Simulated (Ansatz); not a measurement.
Suppose MgH takes space group P4_2/mmc (No. 131), with Mg on 2c; H on 2f. The guess for MgH was made by a generator: ordered vacancies on the anion sites of fluorite (occupants of the shared sites, in ratio, H: 2, vacant: 2).

The calculation used DFT PBE, scalar-relativistic, plane waves, PAW (Ansatz 0.2.0). Cutoff 420 eV, Γ-centred mesh, Gaussian smearing, no spin polarisation.

Formation energies are uncorrected and refer to the elements' standard structures at the same level (H₂ as a molecule).

**Question.** Give the relaxed lattice parameters and positions.

**Answer.**

Space group P4_2/mmc (No. 131). a = 3.358 Å, b = 3.358 Å, c = 4.519 Å, α = 90.00°, β = 90.00°, γ = 90.00°
```csv
atom,site,symmetry,x,y,z
Mg,2c,mmm.,0.0000,0.5000,0.0000
H,2f,-4m2,0.5000,0.5000,0.2500
```

It has the cooperite type. Mg has 4 H at 2.02 Å; H is surrounded by 4 Mg at 2.02 Å and 2 H at 2.26 Å. Another local minimum with the same sites may exist.

**Question.** Where does its energy lie, and is it a metal?

**Answer.** The energy over the elements is +0.01 eV/atom. The gap on the 14×14×10 mesh of the 4-atom cell is 0 eV (a metal). The formation energy is too near zero to say whether this cell lies below the elements.

The last run used Gaussian smearing of 0.10 eV. The k mesh leaves some 4 meV/atom of noise in the energy of each metallic cell. With hydrogen, zero-point motion can shift formation energies by some tens of meV/atom. Symmetry constrained the relaxation, so the result can be a saddle point.
